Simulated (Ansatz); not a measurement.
This run works on a proposed trial structure, not on a known crystal.

Input and command of a plane-wave DFT calculation in Ansatz:

```yaml
crystal:
  lattice:
    - [-1.625, 1.625, 11.35]
    - [1.625, -1.625, 11.35]
    - [1.625, 1.625, -11.35]
  atoms:
    - { symbol: Hf, position: [0.286, 0.286, 0.0] }
    - { symbol: Hf, position: [0.714, 0.714, 0.0] }
    - { symbol: Ti, position: [0.571, 0.571, 0.0] }
    - { symbol: Ti, position: [0.429, 0.429, 0.0] }
    - { symbol: Ge, position: [0.857, 0.857, 0.0] }
    - { symbol: Ge, position: [0.143, 0.143, 0.0] }
    - { symbol: Ge, position: [0.0, 0.0, 0.0] }
basis:
  ecutwfc: 420
kpoints:
  mp_grid: { grid: [7, 7, 7] }
hamiltonian:
  xc: pbe
scf:
  occupations: { method: gaussian, width: 0.2 }
  lower_state_search: "off"
output:
  forces: true
  stress: true
  eigenvalues: true
relax:
  adjacent_minimum: "off"
  f_tol: 0.08
  max_steps: 16
  cell: { stress_tol: 0.8 }
```

```bash
ansatz run input.yaml --threads 1 --pin off --max-ram 2560MiB --backend cpu --events-out ev --progress --plain --runs-dir out
```

Processor: Intel(R) Xeon(R) Platinum 8488C (Sapphire Rapids), 1 thread, on a host shared with other jobs.

**Question.** Estimate time, memory and problem size.

**Answer.** About 2 min, peak memory 0.65 GiB. It solves 71 bands at 40 k points (after reduction by symmetry) with about 2433 plane waves (on the last cell), in 55 SCF iterations over 7 ionic steps.
